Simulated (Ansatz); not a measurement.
Y3Si in space group Fm-3m (No. 225; Si on 4a, Y on 4b, Y on 8c) at seven volumes, the program Ansatz at the PBE level (PAW), scaled uniformly. One row is withheld.

```csv
V (Å³/atom),P (GPa)
23.038,6.05
23.798,3.71
24.557,1.68
25.317,0.01
26.076,-1.43
26.836,?
27.596,-3.86
```

**Question.** Fit the shown pressures and predict the withheld one.

**Answer.** P = (3/2)B₀(x^(7/2) − x^(5/2))[1 + (3/4)(B′ − 4)(x − 1)] with x = (V₀/V)^(2/3). Least squares on the six rows gives V₀ = 25.319 Å³/atom, B₀ = 53.0 GPa, B′ = 4.00. At V = 26.836, x = 0.9620 and P = -2.75 GPa. The run itself gave -2.72 GPa.

A made-up cell: these elements were put on the sites of a structure type; neither database checked (COD, Materials Project) lists it. Its standing as an ambient phase is unchecked. The cell was relaxed with PBE under the symmetry of its start. At this level the phase is dynamically unstable (imaginary phonons). No spin polarisation was allowed.

Potentials: the later of the program's two PAW sets.
